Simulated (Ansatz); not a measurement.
Candidates compared on computed values. A film clamped on a beam works by its effective transverse coefficient e₃₁,f, which adds the part that comes from the free strain along the normal.

The yardstick is GaN. c-oriented films; the sign of axis 3 is chosen so that e₃₃ is positive. Field 20 V/μm.

Computed with Ansatz, a plane-wave PAW program. e₃₁, e₃₃, C₁₃, C₃₃: r²SCAN, relaxed-ion tensors by finite strain, axis 3 along c; ε₃₃: r²SCAN, linear response at fixed cell.

Runs started from generated or typed cells of the structure named: ZnS; AlN; ZnO; GaN; 2H-SiC. No claim is made that these are known or stable phases: CdZnO2 (P3m1, hP4). Spin–orbit coupling is left out unless named.

Definitions used: e₃₁,f = e₃₁ − e₃₃ C₁₃/C₃₃; d₃₃,f = e₃₃/C₃₃; stress = |e₃₁,f| × field; figure = e₃₁,f²/(ε₀ε₃₃) = e₃₁,f²/(0.008854 ε₃₃) in GPa.

```csv
crystal,e₃₁ (C/m²),e₃₃ (C/m²),C₁₃ (GPa),C₃₃ (GPa),ε₃₃ (static),"e₃₁,f (C/m²)","d₃₃,f (pm/V)",film stress (MPa),harvesting figure (GPa)
ZnS (wurtzite),−0.15,0.16,45,152,8.77,−0.197,1.1,3.9,0.50
AlN (wurtzite),−0.58,1.49,105,385,9.12,−0.986,3.9,20,12
"CdZnO2 (P3m1, hP4)",−0.51,1.01,101,206,10.8,−1.005,4.9,20,11
ZnO (wurtzite),−0.64,1.27,113,221,9.66,−1.289,5.7,26,19
"GaN (wurtzite), reference",−0.41,0.74,95,401,10.6,−0.585,1.8,12,3.6
2H-SiC,−0.13,0.32,49,574,10.7,−0.157,0.56,3.1,0.14
```

Question: Check the column «harvesting figure (GPa)» against the rules: one row is wrong. Find and correct it.

Answer: The row of 2H-SiC shows 0.14. From its own inputs, harvesting figure: (−0.157)²/(0.008854 × 10.7) = 0.26 GPa. The other rows agree with the rules.

With the correction: By harvesting figure (highest first): ZnO (19 ± 4.5), AlN (12 ± 2.8) ≈ CdZnO2 (P3m1, hP4) (11 ± 2.5), GaN (3.6 ± 0.86), ZnS (0.50 ± 0.12), 2H-SiC (0.26 ± 0.065). The ± follows from allowances picked for this note (e₃₁ 12 %, e₃₃ 12 %, C₁₃ 5 %, C₃₃ 5 %, ε₃₃ 8 %, 12 % for the model), carried to first order and added in quadrature; ≈ joins neighbours closer than their two ± added in quadrature. 3 of the 5 others clearly beat the reference on this figure.

Single-domain 0 K values; domain walls add much in ferroelectric films. Where several phases of a formula are at hand, those over 0.1 eV/atom above the lowest were not drawn (by r²SCAN where it compared them, else by the largest value; a layered or molecular lowest phase counts only with a dispersion term); other phases could lie lower still. The rows are a sample and no shortlist: familiar crystals first, some related and some not, whatever their agreement with measurement; tables with many equal figures were not kept. Limits of the draw: polar uniaxial crystals, |e₃₃| over 0.1 C/m², ε₃₃ under 300; no unfamiliar magnets, and cubic perovskites only if shown or known to be stable. As a rule kept out of such tables: 4f compounds, open-shell compounds run without a Hubbard term, cells found unstable in the tests at hand, cells close to a higher symmetry, and runs set to a pressure or over 12 % in volume from the crystal's fullest run.
